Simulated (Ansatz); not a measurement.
## Work and stress of cleavage in Ti₃C₂

Computed with DFT r2SCAN, scalar-relativistic, plane waves, PAW in Ansatz 0.2.0. The runs took a 500 eV cutoff, a Γ-centred 14×14×3 mesh and Gaussian smearing (0.15 eV). No spin polarisation. Energies are free energies at this smearing, counted from the undisturbed cell; pressure is positive in compression.

The undisturbed cell (relaxed at this level; it needn't be the usual structure):

```
Ti C
1.0
    -3.06405    0.00000    0.00000
    -1.53202   -2.65354    0.00000
     0.00000    0.00000   15.11852
Ti C
6 4
Direct
  0.33333 0.33333 0.59420
  0.66667 0.66667 0.09420
  0.66667 0.66667 0.90580
  0.33333 0.33333 0.40580
  0.00000 0.00000 0.75000
  0.00000 0.00000 0.25000
  0.66667 0.66667 0.66416
  0.33333 0.33333 0.16416
  0.66667 0.66667 0.33584
  0.33333 0.33333 0.83584
```

The cut lies on the cell's a–b face, a (0 0 1) plane (indices in the standard cell, whose axes needn't be the Cartesian ones shown) of area 8.13 Å², between layers 2.85 Å apart. Vector c is lengthened by d along the normal with the atoms' Cartesian places fixed: one unrelaxed cut a cell. The traction is positive where the two halves pull on each other.

| d (Å) | energy (J/m²) | traction (GPa) |
| --- | --- | --- |
| -0.30 | 0.31 | -21.7 |
| -0.15 | 0.07 | -9.8 |
| 0.00 | 0.00 | -0.2 |
| 0.25 | 0.14 | 10.8 |
| 0.50 | 0.50 | 16.5 |
| 0.75 | 0.94 | 18.1 |
| 1.00 | 1.39 | 17.7 |
| 1.50 | 2.19 | 14.2 |
| 2.00 | 2.79 | 9.6 |
| 3.00 | 3.33 | 1.9 |
| 4.50 | 3.43 | 0.2 |
| 6.00 | 3.44 | 0.0 |

Problem. What are the work of separation and the cleavage stress, and do they fit the universal binding curve?

Solution. The energy levels off near W ≈ 3.44 J/m² (the traction is down to 0.0 GPa), the energy of the two unrelaxed faces, 1.72 J/m² each on average. The largest sampled traction is 18.1 GPa at d = 0.75 Å, and a parabola through it and its two neighbours peaks at σ_max ≈ 18.2 GPa, d ≈ 0.83 Å. The curve E = W[1 − (1 + d/ℓ)exp(−d/ℓ)] peaks in traction at d = ℓ with σ_max = W/(eℓ); with 1 J/m² per Å = 10 GPa this W and σ_max give ℓ = 0.70 Å. A parabola through that curve at the same three d peaks at 0.72 Å, against 0.83 Å here, a fair fit. Real crystals break at far lower stress, because cracks concentrate it, and on the plane of lowest W, which needn't be this one.

The cut is rigid; relaxing the faces lowers these energies and usually the stresses.

In a metal these slopes depend on the k mesh and the smearing.

Cost: 12 runs of about 25 core-minutes in all, on Intel Xeon Processor @ 2.50GHz (Skylake/Cascade Lake) (shared hosts).